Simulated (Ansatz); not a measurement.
## LuPO4 — 176Lu nuclear quadrupole resonance

Cell: an entry of the Crystallography Open Database (COD) (listed for 673 K), its atoms then relaxed with PBE in this cell.

Space group I4_1/amd:1 (No. 141); a = 6.8050, c = 5.9725 Å.

```csv
site,Wyckoff,site symmetry,x,y,z
Lu,4a,-4m2,0.0000,0.5000,0.2500
P,4b,-4m2,0.0000,0.0000,0.5000
O,16h,.m.,0.0000,0.1773,0.3371
```

One atom of each set is listed; the run and its k-mesh use a cell of 12 atoms with edges of 5.66, 5.66, 5.66 Å.

Method: Kohn–Sham DFT in Ansatz, PBE, plane waves and PAW (field gradients read without the response of the frozen cores, which leaves them typically 4 to 6 % off), with spin–orbit coupling, 420 eV cutoff, Γ-centred 5×5×5 k-points, Fermi–Dirac smearing 0.02 eV.

176Lu: I = 7, Q = 4970 mb (year-2017 value). Static lattice, zero field.

Task: The simulated lines lie at 3.34, 10.0, 16.7, 23.4, 30.1, 36.8, 43.5 MHz. What are |C_Q|, η and |V_zz| at Lu?

Result: The lines follow from diagonalising the quadrupole Hamiltonian. Here |C_Q| = 406 MHz, η = 0.00 and |V_zz| = 3.38 × 10²¹ V/m². The calculation gives V_zz negative; the lines don't show the sign. The site has 8 O at 2.26–2.35 Å.

An axis of threefold or higher order runs through Lu, so V_zz lies along it and η is zero.
